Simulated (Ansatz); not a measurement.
An Ansatz (an electronic-structure program) input:

Ansatz 0.2 input:
```yaml
crystal:
  lattice:
    - [3.4416017301, -3.4416017379, 0.0]
    - [3.4416017301, 3.4416017379, 0.0]
    - [0.0, 0.0, 3.2939346483]
  atoms:
    - { symbol: Mn, position: [0.0, 0.0, 0.0], spin: 4.74 }
    - { symbol: Mn, position: [0.5, 0.5, 0.5], spin: -4.74 }
    - { symbol: F, position: [0.696141868, 0.696141868, 0.0], spin: -0.03 }
    - { symbol: F, position: [0.803858135, 0.196141865, 0.5], spin: 0.03 }
    - { symbol: F, position: [0.303858132, 0.303858132, 0.0], spin: -0.03 }
    - { symbol: F, position: [0.196141865, 0.803858135, 0.5], spin: 0.03 }
kpoints:
  mp_grid: { grid: [5, 5, 7] }
hamiltonian:
  xc: r2scan
  pseudopotentials: { kind: paw }
magnetization: { spin_polarized: true }
scf:
  occupations: { method: gaussian, width: 0.02 }
output:
  optics: { e_range: [0.0, 15.0], de: 0.05, sigma: 0.1, bands: { spectra_wanted_up_to: 12 eV } }
```

Q: How many symmetry operations and irreducible k-points will the run report?

A: 8 operations, 36 of 175 k-points.

Q: With a cutoff of 500 eV, how many plane waves at Γ?

A: 1949.

It took around 4 core-minutes (rough) on shared server cores.

Space group P4_2/mnm (rutile). Symmetry was held in the r²SCAN relaxation, as lowered by the spin order. The final state is antiferromagnetic, chosen from 5 collinear starts compared on coarse meshes (ties went to the first, and starts can fall back to one state), not a proven ground state. Other orbital occupations within this spin state were not tried. No Hubbard U is applied. Point labels and valley counts follow the cell and symmetry of the run, lower than the named group.

Potentials: the later of the program's two PAW sets.

Ansatz is a plane-wave DFT program.
